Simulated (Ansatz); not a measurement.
## Clamped-ion strain scan in K

All numbers below come from DFT PBEsol, scalar-relativistic, plane waves, PAW in Ansatz. Settings: plane waves to 420 eV, k-mesh 12×12×12 (Γ-centred), Gaussian smearing 0.15 eV. No spin polarisation. Energies are free energies at this smearing, counted from the undisturbed cell; pressure is positive in compression.

The starting cell (as given, not relaxed at this level; it stands at -0.1 GPa; this simple cubic form isn't the usual structure):

```
K
1.0
     4.31044    0.00000    0.00000
     0.00000    4.31044    0.00000
     0.00000    0.00000    4.31044
K
1
Direct
  0.00000 0.00000 0.00000
```

The cell is strained by ε times the Voigt pattern (1, 0, 0, 0, 0, 0) (xx, yy, zz, yz, xz, xy; engineering shear) with fractional coordinates fixed. The cell is metallic on the mesh throughout.

| ε | ΔE (meV/atom) |
| --- | --- |
| -0.1000 | 19.8 |
| -0.0750 | 8.8 |
| -0.0500 | 2.3 |
| -0.0250 | -0.4 |
| 0.0000 | 0.0 |
| 0.0250 | 2.9 |
| 0.0500 | 7.7 |
| 0.0750 | 14.1 |
| 0.0875 | 17.7 |
| 0.1000 | 21.6 |

Predict the pressure (GPa) at each point.

```csv
ε,pressure (GPa)
-0.1000,0.2
-0.0750,0.1
-0.0500,0.0
-0.0250,-0.1
0.0000,-0.1
0.0250,-0.2
0.0500,-0.2
0.0750,-0.3
0.0875,-0.3
0.1000,-0.3
```